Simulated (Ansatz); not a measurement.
**SrCdCl4 (P-3m1) at 2 levels of theory**

One geometry, relaxed with PBE+D3(BJ); plane waves with PAW potentials in Ansatz, scalar-relativistic. No spin polarisation. Gaps are the least over mesh and band path; pressure is positive in compression.

Space group P-3m1 (No. 164). a = 4.118 Å, b = 4.118 Å, c = 11.453 Å, α = 90.00°, β = 90.00°, γ = 120.00°
| atom | site | symmetry | x | y | z |
| --- | --- | --- | --- | --- | --- |
| Sr | 1a | -3m. | 0.0000 | 0.0000 | 0.0000 |
| Cd | 1b | -3m. | 0.0000 | 0.0000 | 0.5000 |
| Cl | 2d | 3m. | 0.3333 | 0.6667 | 0.8639 |
| Cl | 2d | 3m. | 0.3333 | 0.6667 | 0.3861 |

```json
{"level": "PBE+D3(BJ)", "cutoff (eV)": "420", "k mesh": "6×6×2", "gap (eV)": "3.39", "pressure (GPa)": "0.0"}
```

**Question.** What comes out on the same cell with r2SCAN?

**Answer.**
```json
{"level": "r2SCAN", "cutoff (eV)": "500", "k mesh": "6×6×2", "gap (eV)": "3.98", "pressure (GPa)": "0.3"}
```

The cell holds layers, chains or molecules whose binding is poorly described in rows without D3.

It was reached by relaxing an invented guess, and it needn't be the stable form of this composition.
